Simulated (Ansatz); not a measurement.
YMo₆S₈:
```cif
data_Mo6S8Y
_chemical_formula_sum 'Y1 Mo6 S8'
_space_group_name_H-M_alt 'P 1'
_space_group_IT_number 1
_cell_length_a 6.48726
_cell_length_b 6.48726
_cell_length_c 6.48726
_cell_angle_alpha 89.588
_cell_angle_beta 89.588
_cell_angle_gamma 89.588
loop_
_space_group_symop_operation_xyz
  'x, y, z'
loop_
_atom_site_label
_atom_site_type_symbol
_atom_site_fract_x
_atom_site_fract_y
_atom_site_fract_z
_atom_site_occupancy
Y1 Y 0.00000 0.00000 0.00000 1
Mo1 Mo 0.57988 0.44006 0.77290 1
Mo2 Mo 0.42012 0.55994 0.22710 1
Mo3 Mo 0.77290 0.57988 0.44006 1
Mo4 Mo 0.22710 0.42012 0.55994 1
Mo5 Mo 0.44006 0.77290 0.57988 1
Mo6 Mo 0.55994 0.22710 0.42012 1
S1 S 0.76176 0.76176 0.76176 1
S2 S 0.23824 0.23824 0.23824 1
S3 S 0.63076 0.87308 0.24969 1
S4 S 0.36924 0.12692 0.75031 1
S5 S 0.24969 0.63076 0.87308 1
S6 S 0.75031 0.36924 0.12692 1
S7 S 0.87308 0.24969 0.63076 1
S8 S 0.12692 0.75031 0.36924 1
```

This is the r²SCAN-relaxed structure.

All from plane-wave PAW r²SCAN (Ansatz code), unless another level is named. Predict the electronic character.

metallic (no gap).

And the density of states at the Fermi level?

0.39 states/eV per atom (mean over ±0.08 eV).

What about the formation energy from the elements (no fitted shifts)?

-1.07 eV/atom.

Space group R-3. The workflow started from a Materials Project entry (that database holds measured and hypothetical structures alike); the Crystallography Open Database copy checked does not list it. Whether it is the stable phase at ambient conditions was not checked. Symmetry was held in the r²SCAN relaxation; whether a distortion lowers the energy is not shown. No spin polarisation was allowed. With an odd number of electrons in the cell and no spin polarisation, the count alone makes it a metal. The references are the lowest solids computed at this level, not always the standard phases. Scalar-relativistic: spin–orbit coupling is off unless named, which matters more the heavier the elements.

Potentials: the later of the program's two PAW sets.
